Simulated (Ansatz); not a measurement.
Input and command of a plane-wave DFT calculation in Ansatz:

```yaml
crystal:
  lattice:
    - [5.9688927441, 0.0, 0.0]
    - [0.0, 5.9688927441, 0.0]
    - [0.0, 0.0, 5.9688927441]
  atoms:
    - { symbol: Rb, position: [0.0, 0.5, 0.5] }
    - { symbol: Rb, position: [0.5, 0.0, 0.5] }
    - { symbol: Rb, position: [0.5, 0.5, 0.0] }
    - { symbol: Sn, position: [0.0, 0.0, 0.0] }
basis:
  ecutwfc: 420
kpoints:
  mp_grid: { grid: [8, 8, 8] }
hamiltonian:
  xc: pbe
scf:
  occupations: { method: gaussian, width: 0.1 }
output:
  forces: true
  stress: true
  eigenvalues: true
relax:
  adjacent_minimum: "off"
  f_tol: 0.01
  max_steps: 80
  cell: { stress_tol: 0.05 }
```

```bash
ansatz run input.yaml --threads 1 --pin off --max-ram 2560MiB --backend cpu --events-out ev --progress --plain --runs-dir out
```

Processor: Arm Neoverse V1, 1 thread, on a host shared with other jobs.

Question: Estimate time, memory and problem size.

Answer: About 23 s on 1 thread of Arm Neoverse V1, on a shared host, peak memory 0.47 GiB. It solves 25 bands at 35 k points (the mesh reduced by the symmetry that the task leaves, which can be less than the crystal's) with about 4139 plane waves (on the last cell), in 13 SCF iterations over 2 ionic steps.
